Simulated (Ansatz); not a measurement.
## Two states of Eu2CrH6

```
CELL_PARAMETERS angstrom
5.44495 0.00000 0.00000
-2.72247 4.71546 0.00000
0.00000 0.00000 4.05475
ATOMIC_POSITIONS crystal
Eu 0.33330 0.66670 0.26410
Eu 0.66670 0.33330 0.73590
Cr 0.00000 0.00000 0.00000
H 0.82210 0.17790 0.24300
H 0.82210 0.64420 0.24300
H 0.35580 0.17790 0.24300
H 0.17790 0.82210 0.75700
H 0.64420 0.82210 0.75700
H 0.17790 0.35580 0.75700
```

Method: PBE; PAW, plane waves to 420 eV, 4×4×5 Γ-centred mesh, fermi-dirac occupations (width 0.1 eV) (Ansatz 0.2.0), atoms fixed.

State A: Eu1 up, Eu2 down, Cr3 up (collinear spin). State B: Eu1 up, Eu2 up, Cr3 up (collinear spin).

Problem. Compare the two self-consistent states.

Solution. State B is lower by 13.6 meV an atom at zero smearing; in free energy at this smearing B lies -12.4 meV an atom from A.

```json
{"state": "A", "free energy (meV/atom)": "12.4", "largest moment in a small sphere (μB)": "6.59", "net moment (μB/cell)": "3.83", "gap on mesh (eV)": "metal", "pressure (GPa)": "-3.6", "largest force (eV/Å)": "0.41"}
{"state": "B", "free energy (meV/atom)": "0.0", "largest moment in a small sphere (μB)": "6.61", "net moment (μB/cell)": "17.90", "gap on mesh (eV)": "metal", "pressure (GPa)": "-3.1", "largest force (eV/Å)": "0.36"}
```

Origin: a known structure type with other elements, at an estimated volume, so it need not be a known compound. Caveats: the k mesh is coarse if the cell is a metal; f shells without a U or exact exchange are poorly placed.
